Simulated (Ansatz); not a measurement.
Input and command of a plane-wave DFT calculation in Ansatz:

```yaml
crystal:
  lattice:
    - [3.2539, 0.0, 0.0]
    - [0.0, 3.2539, 0.0]
    - [0.0, 0.0, 3.2539]
  atoms:
    - { symbol: Al, position: [0.0, 0.0, 0.0] }
    - { symbol: B, position: [0.5, 0.5, 0.5] }
    - { symbol: O, position: [0.5, 0.5, 0.0] }
    - { symbol: O, position: [0.5, 0.0, 0.5] }
    - { symbol: O, position: [0.0, 0.5, 0.5] }
basis:
  ecutwfc: 420
kpoints:
  mp_grid: { grid: [12, 12, 12] }
hamiltonian:
  xc: pbesol
scf:
  occupations: { method: fermi_dirac, width: 0.15 }
output:
  forces: true
  stress: true
  eigenvalues: true
```

```bash
ansatz run input.yaml --threads 1 --pin off --max-ram 2560MiB --backend cpu --events-out ev --progress --plain --runs-dir out
```

Processor: Intel(R) Xeon(R) Processor @ 2.50GHz (Skylake/Cascade Lake), 1 thread, on a host shared with other jobs.

Q: How long does it run, and how much memory does it take?

A: About 5.1 s on 1 thread of Intel(R) Xeon(R) Processor @ 2.50GHz (Skylake/Cascade Lake), on a shared host, peak memory 0.34 GiB. It solves 17 bands at 84 k points (the mesh reduced by the symmetry that the task leaves, which can be less than the crystal's) with about 691 plane waves, in 6 SCF iterations.
